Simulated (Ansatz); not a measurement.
SiB6: start and end of a relaxation

The cell of SiB6 is invented: random cell by space group and Wyckoff sites (P-62m, No. 189). Lengths were set from tabulated atomic sizes, so they are only a guess.

start.cif

```cif
data_structure
_symmetry_space_group_name_H-M 'P-62m'
_symmetry_Int_Tables_number 189
_cell_length_a 3.6183
_cell_length_b 3.6183
_cell_length_c 6.2051
_cell_angle_alpha 90.000
_cell_angle_beta 90.000
_cell_angle_gamma 120.000
_cell_volume 70.36
loop_
_atom_site_label
_atom_site_type_symbol
_atom_site_symmetry_multiplicity
_atom_site_Wyckoff_symbol
_atom_site_fract_x
_atom_site_fract_y
_atom_site_fract_z
_atom_site_occupancy
Si1 Si 1 b 0.00000 0.00000 0.50000 1
B1 B 2 c 0.33333 0.66667 0.00000 1
B2 B 3 g 0.47483 0.00000 0.50000 1
B3 B 1 a 0.00000 0.00000 0.00000 1
```

Level of theory: DFT PBE, scalar-relativistic, plane waves, PAW in Ansatz 0.2.0. Cutoff 420 eV, Gaussian smearing, Γ-centred meshes. Cell and atoms relax first on a coarse mesh and then on a finer one. In between, the cell is made exact in the group found at 0.06 Å. In metals the finer mesh still leaves noise of several meV/atom or more. The steps can't lower the symmetry of their start. No spin polarisation.

end.cif

```cif
data_structure
_symmetry_space_group_name_H-M 'P6/mmm'
_symmetry_Int_Tables_number 191
_cell_length_a 3.6640
_cell_length_b 3.6640
_cell_length_c 6.9394
_cell_angle_alpha 90.000
_cell_angle_beta 90.000
_cell_angle_gamma 120.000
_cell_volume 80.68
loop_
_atom_site_label
_atom_site_type_symbol
_atom_site_symmetry_multiplicity
_atom_site_Wyckoff_symbol
_atom_site_fract_x
_atom_site_fract_y
_atom_site_fract_z
_atom_site_occupancy
Si1 Si 1 b 0.00000 0.00000 0.50000 1
B1 B 2 c 0.33333 0.66667 0.00000 1
B2 B 3 g 0.50000 0.00000 0.50000 1
B3 B 1 a 0.00000 0.00000 0.00000 1
```

The symmetry goes from P-62m (No. 189) to P6/mmm (No. 191). The volume per atom grows by 14.7 %, from 10.1 to 11.5 Å³. The shortest distance goes from 1.72 Å (Si–B) to 1.83 Å (Si–B and B–B).

```json
{
 "Volume per atom": "11.5 Å³",
 "Density": "1.9 g/cm³",
 "Formation energy": "+1.71 eV/atom",
 "Gap on the 12×12×6 mesh of the 7-atom cell": "0 eV (a metal)"
}
```

Energies over the elements count from the elements' standard structures at the same level, with no fitted energy shifts. A positive value: parting into the elements would lower its energy.

The last run used Gaussian smearing of 0.10 eV. No dispersion correction is applied, so the spacing and binding between layers, chains or molecules are poorly described. A structure relaxed within its symmetry needn't be a true minimum. In all, the 4 runs took 100 s on 1 thread of Arm Neoverse V1, on a shared host. Another cell of SiB6 relaxed alike, in R3m, lies 1.41 eV/atom lower, so this cell isn't the stable form at this level.
